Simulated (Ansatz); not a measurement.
# Field gradients of HfO2 with Cr replacing Hf from run to run

Cell of run 1: a supercell of HfO2 (fluorite type, Fm-3m) built from a computed structure from the Materials Project (it need not be an observed phase), with all atoms left at the host's positions.

```
Cr Hf O
1.0
     0.00000    5.03216    5.03216
     5.03216    0.00000    5.03216
     5.03216    5.03216    0.00000
Cr Hf O
1 7 16
Direct
  0.00000 0.00000 0.00000
  0.00000 0.00000 0.50000
  0.00000 0.50000 0.00000
  0.00000 0.50000 0.50000
  0.50000 0.00000 0.00000
  0.50000 0.00000 0.50000
  0.50000 0.50000 0.00000
  0.50000 0.50000 0.50000
  0.37500 0.37500 0.37500
  0.37500 0.37500 0.87500
  0.37500 0.87500 0.37500
  0.37500 0.87500 0.87500
  0.87500 0.37500 0.37500
  0.87500 0.37500 0.87500
  0.87500 0.87500 0.37500
  0.87500 0.87500 0.87500
  0.12500 0.12500 0.12500
  0.12500 0.12500 0.62500
  0.12500 0.62500 0.12500
  0.12500 0.62500 0.62500
  0.62500 0.12500 0.12500
  0.62500 0.12500 0.62500
  0.62500 0.62500 0.12500
  0.62500 0.62500 0.62500
```

Atoms are numbered from 1 in the order listed; like atoms form one site, named after its first atom.

Relaxed positions (PBE, cell held):

```
CELL_PARAMETERS angstrom
0.00000 5.03216 5.03216
5.03216 0.00000 5.03216
5.03216 5.03216 0.00000
ATOMIC_POSITIONS crystal
Cr 0.00000 0.00000 0.00000
Hf 0.00000 0.00000 0.50000
Hf 0.00000 0.50000 0.00000
Hf 0.00000 0.50000 0.50000
Hf 0.50000 0.00000 0.00000
Hf 0.50000 0.00000 0.50000
Hf 0.50000 0.50000 0.00000
Hf 0.50000 0.50000 0.50000
O 0.37559 0.37559 0.37559
O 0.37559 0.37559 0.87323
O 0.37559 0.87323 0.37559
O 0.37548 0.87484 0.87484
O 0.87323 0.37559 0.37559
O 0.87484 0.37548 0.87484
O 0.87484 0.87484 0.37548
O 0.87484 0.87484 0.87484
O 0.12516 0.12516 0.12516
O 0.12516 0.12516 0.62452
O 0.12516 0.62452 0.12516
O 0.12677 0.62441 0.62441
O 0.62452 0.12516 0.12516
O 0.62441 0.12677 0.62441
O 0.62441 0.62441 0.12677
O 0.62441 0.62441 0.62441
```

All runs are DFT with Ansatz 0.2.0 (plane waves and PAW, scalar-relativistic unless spin–orbit coupling is named, Γ-centred meshes, Fermi–Dirac smearing where given) in this cell, at cell charge -1. Start moments of run 1 as typed (μB): 3 on each Cr, none on the rest.

Run 1: PBE, with a start moment, atoms at the host's positions; 420 eV, 3×3×3 k-points, smearing 0.01 eV.
Run 2: PBE, with a start moment, atoms relaxed; 420 eV, 3×3×3 k-points, smearing 0.01 eV.
Run 3: PBE+U, with a start moment, at the relaxed atoms; 420 eV, 3×3×3 k-points, smearing 0.01 eV (U = 3.5 eV on Cr d).

| run | Cr V_zz (η) | Hf2 V_zz (η) | Hf8 V_zz (η) | O9 V_zz (η) | O12 V_zz (η) | absolute moment (μB) |
| --- | --- | --- | --- | --- | --- | --- |
| 1 | 0.00 (–) | -4.65 (0.64) | 0.00 (–) | 0.16 (0.00) | 2.17 (0.00) | 3.4 |
| 2 | 0.00 (–) | -4.91 (0.53) | 0.00 (–) | 0.070 (0.00) | 2.25 (0.00) | 3.4 |
| 3 | ? | ? | ? | ? | ? | ? |

V_zz in 10²¹ V/m².

Problem. Estimate the row of run 3.

Solution. Cr: -8.83 (0.00); Hf2: -5.02 (0.34); Hf8: 0.11 (0.00); O9: 0.13 (0.95); O12: 2.48 (0.04); absolute moment (μB): 3.5. It lies nearest to run 2, from whose tensors on these sites it differs by 8.83 at most (largest principal value of the difference, on Cr). Taken one at a time, the Hubbard term moves the tensors on these sites by up to 8.83 (largest principal value of the change, on Cr), the positions of the atoms (as given or relaxed) by 0.33 (Hf2).

The defect repeats with the cell of 24 atoms, so it feels its images: sites between two images don't show the values beside a lone defect, and zeros or small values of η there can come from the images' arrangement. This high-symmetry form of HfO2 is unstable when cold, to shifts of the oxygen columns, towards the tetragonal form. The symmetry of the cell holds that distortion back, wholly or in part, and it would change the field gradients, the more the larger the distortion. A uniform background compensates the cell's charge. Without spin–orbit coupling the gradients at and beside Hf can be off by some per cent, at some sites by more. The relaxation keeps the site symmetry m-3m of the start, so the impurity can't leave its site; a distortion that would localise the partly filled state isn't explored. The relaxation keeps the site symmetry m-3m of the start, so the impurity can't leave its site; a start off the site could end lower. In run 1 the atoms aren't at the calculated equilibrium (largest force 0.25 eV/Å). In runs 1, 2 the defect cell has no gap above 0.1 eV, so the values hang on the smearing and the k-mesh. Run 3: The electronic state that the run reached has lower symmetry than the atoms (orbital or charge order), so like atoms can differ and cubic sites can carry a gradient.
